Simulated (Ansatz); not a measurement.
# What a trial cell of NaPr relaxes into

Theory: DFT PBE, scalar-relativistic, plane waves, PAW, and for the lanthanide a 4f-in-core norm-conserving potential, in Ansatz 0.2.0. Cutoff 660 eV, Gaussian smearing, Γ-centred meshes. Cell and atoms relax first on a coarse mesh and then on a finer one. In between, the cell is made exact in the group found at 0.06 Å. In metals the finer mesh still leaves noise of several meV/atom or more. The steps can't lower the symmetry of their start. No spin polarisation.

The guess for NaPr was made by a generator: random cell by space group and Wyckoff sites (Fm-3m, No. 225). Lengths were set from tabulated atomic sizes, so they are only a guess.

```cif
data_structure
_symmetry_space_group_name_H-M 'Fm-3m'
_symmetry_Int_Tables_number 225
_cell_length_a 6.0755
_cell_length_b 6.0755
_cell_length_c 6.0755
_cell_angle_alpha 90.000
_cell_angle_beta 90.000
_cell_angle_gamma 90.000
_cell_volume 224.26
loop_
_atom_site_label
_atom_site_type_symbol
_atom_site_symmetry_multiplicity
_atom_site_Wyckoff_symbol
_atom_site_fract_x
_atom_site_fract_y
_atom_site_fract_z
_atom_site_occupancy
Na1 Na 4 b 0.50000 0.00000 0.00000 1
Pr1 Pr 4 a 0.00000 0.00000 0.00000 1
```

Energies over the elements count from the elements' standard structures at the same level, with no fitted energy shifts.

Q: Where does the relaxation end?

A: The symmetry stays Fm-3m (No. 225). The end has the rock salt type. The volume per atom grows by 31.0 %, from 28.0 to 36.7 Å³. The shortest distance goes from 3.04 Å (Na–Pr) to 3.32 Å (Na–Pr). The energy falls by about 0.19 eV/atom (the start's value is from the coarse mesh). Conventional cell: a = 6.648 Å. Around Na lie 6 Pr at 3.32 Å; Pr is surrounded by 6 Na at 3.32 Å.

```xyz
2
Lattice="0.0000 3.3239 3.3239 3.3239 0.0000 3.3239 3.3239 3.3239 0.0000" Properties=species:S:1:pos:R:3 pbc="T T T"
Na    3.3239    3.3239    3.3239
Pr    0.0000    0.0000    0.0000
```

Q: How does it come out in energy, and is it a metal?

A: The energy over the elements is +0.68 eV/atom and the gap on the 14×14×14 mesh of the 2-atom cell is 0 eV (a metal).

The separate elements lie lower, so it is unstable against them.

The last run used Gaussian smearing of 0.10 eV. Symmetry constrained the relaxation, so the result can be a saddle point. In all, the 3 runs took 120 s on 1 thread of AMD EPYC (Zen 3), with other jobs on the host. Another cell of NaPr relaxed alike, in P4/mmm, lies 0.41 eV/atom lower, so this cell isn't the stable form at this level.

The lanthanide is trivalent by construction, without f bands, f moments or other valences. The reference runs of the other elements, and any phases without the lanthanide, used 420 eV, which shifts energies against them by under 10 meV/atom. The lanthanide's reference is the lowest of its hcp, dhcp and fcc cells.
